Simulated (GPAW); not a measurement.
## Moving the Hubbard U on V d in Ba2Tl5V3O12

Space group P-3m1 (No. 164). a = 8.154 Å, b = 8.154 Å, c = 6.921 Å, α = 90.00°, β = 90.00°, γ = 120.00°
```
atom  site  symmetry       x       y       z
  Ba    2c       3m.  0.0000  0.0000  0.2355
   V    3e     .2/m.  0.5000  0.0000  0.0000
  Tl    3f     .2/m.  0.5000  0.0000  0.5000
  Tl    2d       3m.  0.3333  0.6667  0.2249
   O   12j         1  0.3389  0.3433  0.8144
```

The cell comes from a database or a generator and needn't be the stable form of this composition.

Kept alike: task band structure; functional PBE; k mesh 3 × 3 × 3; occupations fermi-dirac, width 0.05 eV; collinear spin, ferromagnetic start. Program: GPAW, GPAW PAW data sets (gpaw-data 1.2.1), cutoff 800 eV. The mesh is that of the run's cell of 22 atoms. No spin-orbit coupling.

```csv
"Hubbard U on V d, U (eV)",pressure (GPa),largest site moment (μB)
0,0.70,0.00
2,1.04,0.00
3,2.32,0.72
4,2.96,0.82
6,4.30,0.96
```

Pressure is positive in compression; the values hold the error of the finite cutoff, so their zero can differ a little from the energy's minimum. For a metal such a mesh leaves the last digits unconverged. How U acts hangs on the program's projectors. The runs hold the magnetic state that their start led to, which needn't be the lowest. Site moments count inside each atom's sphere or projector.

The pressure rises from 0.70 to 4.30 GPa between 0 and 6 eV. U localises the shell and weakens its bonds, so the cell pushes outwards. The largest site moment rises from 0.00 to 0.96 μB between 0 and 6 eV. Its step between 2 and 3 is far larger than the others, which points to a change of electronic state.
